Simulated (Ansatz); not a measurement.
Hf₂CN in space group R-3m (No. 166; Hf on 6c, C on 3a, N on 3b), PBE in the plane-wave PAW code Ansatz, all energies at zero smearing, with the estimated change up to a 700 eV cutoff added, with one set of potentials and settings (totals compare only within such a set). Cell of 4 atoms (2 Hf, 1 C, 1 N): -32083.110 eV.

| element | reference phase | E (eV/atom) |
|---|---|---|
| Hf | P6_3/mmc, 2 atoms in the cell | -15721.3637 |
| C | P6_3/mmc, 4 atoms in the cell | -250.9479 |
| N | Pa-3, 8 atoms in the cell | -384.0325 |

Formation energy per atom, worked out: (-32083.110 − 2×(-15721.3637) − 1×(-250.9479) − 1×(-384.0325))/4 = -1.351 eV/atom (-130 kJ per mol of atoms), at 0 K, without zero-point energy or fitted corrections.

The first step of the workflow began from a Materials Project structure, measured or hypothetical; the Crystallography Open Database copy checked does not list it. Its standing as an ambient phase is unchecked. The cell was relaxed with PBE under the symmetry of its start; whether a distortion lowers the energy is not shown. The run is not spin-polarised. The references are the lowest solids computed at this level, not always the standard phases (solids in place of the gases). Spin–orbit coupling is left out wherever it is not named.

Potentials: the later of the program's two PAW sets.
